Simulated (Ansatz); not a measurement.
Before relaxation, Cu over the place (0/4, 2/4) of the surface cell, counted from the highest slab atom, its height relaxed (Sc, Fm-3m (No. 225), (1 1 1) face):

```yaml
crystal:
  lattice:
    - [3.21868, 0.00000, 0.00000]
    - [-1.60934, 2.78746, 0.00000]
    - [0.00000, 0.00000, 24.25609]
  atoms:
    - { symbol: Sc, position: [0.66667, 0.33333, 0.35043] }
    - { symbol: Sc, position: [0.33333, 0.66667, 0.45572] }
    - { symbol: Sc, position: [0.00000, 0.00000, 0.56083] }
    - { symbol: Cu, position: [0.00000, 0.50000, 0.66637] }
```

The calculation used DFT PBEsol, scalar-relativistic, plane waves, PAW in Ansatz 0.2.0. Cutoff 420 eV; k points 9×9×1 on the computed 4-atom cell (Γ-centred); Gaussian smearing, width 0.10 eV; no spin polarisation. The cell repeats along c with a dipole correction in the vacuum.

Atoms 1, 2, 3 (counted from 1) are held. Atom 4 may move along c only. The cell is fixed. Force threshold 0.02 eV/Å.

| step | E − E_final (eV) | largest force (eV/Å) |
| --- | --- | --- |
| 1 | 0.407 | 1.091 |
| 2 | 0.207 | 0.939 |
| 3 | 0.054 | 0.585 |
| 4 | 0.001 | 0.101 |
| 5 | 0.000 | 0.008 |
| 6 | 0.000 | 0.008 |

Problem. What is the final structure?

Solution.
```
CELL_PARAMETERS angstrom
3.21868 0.00000 0.00000
-1.60934 2.78746 0.00000
0.00000 0.00000 24.25609
ATOMIC_POSITIONS crystal
Sc 0.66667 0.33333 0.35043
Sc 0.33333 0.66667 0.45572
Sc 0.00000 0.00000 0.56083
Cu 0.00000 0.50000 0.64329
```

The end is the local minimum or symmetric point that this start leads to.

The reference crystal is the fcc form of Sc, which isn't its usual structure.